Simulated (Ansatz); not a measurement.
Theory: Ansatz, DFT PBE, scalar-relativistic, plane waves, PAW. All cells share a 420 eV cutoff and Γ-centred k meshes spaced at most about 0.3 Å⁻¹ (about 0.25 or finer for metals, 2π included). No spin polarisation in the final relaxations.

These are static total energies at zero pressure.

Compare these two cells of Ge₂BiO₂, each relaxed at this level.

A.

Space group I4/mmm (No. 139). a = 3.511 Å, b = 3.511 Å, c = 15.440 Å, α = 90.00°, β = 90.00°, γ = 90.00°
| atom | site | symmetry | x | y | z |
| --- | --- | --- | --- | --- | --- |
| Ge | 4e | 4mm | 0.5000 | 0.5000 | 0.1792 |
| Bi | 2a | 4/mmm | 0.0000 | 0.0000 | 0.0000 |
| O | 4d | -4m2 | 0.0000 | 0.5000 | 0.2500 |

B.

Space group P4mm (No. 99). a = 4.089 Å, b = 4.089 Å, c = 5.628 Å, α = 90.00°, β = 90.00°, γ = 90.00°
```json
{"atom": "Ge", "site": "2c", "symmetry": "2mm.", "x": "0.5000", "y": "0.0000", "z": "0.1054"}
{"atom": "Bi", "site": "1b", "symmetry": "4mm", "x": "0.5000", "y": "0.5000", "z": "0.6169"}
{"atom": "O", "site": "2c", "symmetry": "2mm.", "x": "0.5000", "y": "0.0000", "z": "0.4406"}
```

Task: Which form is favoured at zero pressure, and by what margin per atom?

Result: A is lower, by 49 meV/atom. A has space group I4/mmm (No. 139), 19.0 Å³/atom and no gap on its mesh; B has space group P4mm (No. 99), 18.8 Å³/atom and no gap. The shortest distance is 2.07 Å (Ge–O) in A and 1.89 Å (Ge–O) in B. In A, around Ge lie 4 O at 2.07 Å, 4 Ge at 3.31 Å, 4 Ge at 3.51 Å and 4 Bi at 3.72 Å; around Bi lie 4 Bi at 3.51 Å and 8 Ge at 3.72 Å; O is surrounded by 4 Ge at 2.07 Å and 4 O at 2.48 Å. In B, Ge has 1 O at 1.89 Å; Bi has 4 O at 2.27 Å; around O lie 1 Ge at 1.89 Å and 2 Bi at 2.27 Å. Both come from invented guesses.

Weakly bound directions are ill-defined at this level, which has no dispersion term (P4mm), and this can change margins and order among such cells. These runs have no spin–orbit coupling, which can matter for Bi. In I4/mmm, P4mm an odd number of electrons in the primitive cell allows no gap without spin; a larger cell or a magnetic state could open one. Cells relaxed within their symmetry can be saddle points.
